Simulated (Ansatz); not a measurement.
BaZrO₃ (cubic perovskite, Pm-3m), a = 4.1474 Å, b = 4.1474 Å, c = 4.1474 Å, α = 90.00°, β = 90.00°, γ = 90.00°.

Relaxed with LDA.

Task: Give the optical modes at the zone centre with their infrared and Raman activity from DFPT, LDA (plane waves, PAW; program Ansatz).

Result: Transverse frequencies, without the LO–TO term; a row sums one degenerate level.

```json
[
 {"ω (cm⁻¹)": "91", "degeneracy": "3", "IR ((D/Å)²/amu)": "39.98", "Raman (Å⁴/amu)": "0", "activity": "IR", "symmetry": "T1u"},
 {"ω (cm⁻¹)": "168", "degeneracy": "3", "IR ((D/Å)²/amu)": "0.00", "Raman (Å⁴/amu)": "0", "activity": "silent", "symmetry": "T2u"},
 {"ω (cm⁻¹)": "193", "degeneracy": "3", "IR ((D/Å)²/amu)": "59.55", "Raman (Å⁴/amu)": "0", "activity": "IR", "symmetry": "T1u"},
 {"ω (cm⁻¹)": "527", "degeneracy": "3", "IR ((D/Å)²/amu)": "67.14", "Raman (Å⁴/amu)": "0", "activity": "IR", "symmetry": "T1u"}
]
```

Task: How high does the top mode go among those that the LO–TO term moves?

Result: 715 cm⁻¹ for q along x.

The LDA relaxation kept the symmetry of its start. At this level the phase is dynamically unstable (imaginary phonons). No spin polarisation was allowed. Scalar-relativistic: spin–orbit coupling is off unless named, which matters more the heavier the elements.

Potentials: the later of the program's two PAW sets.
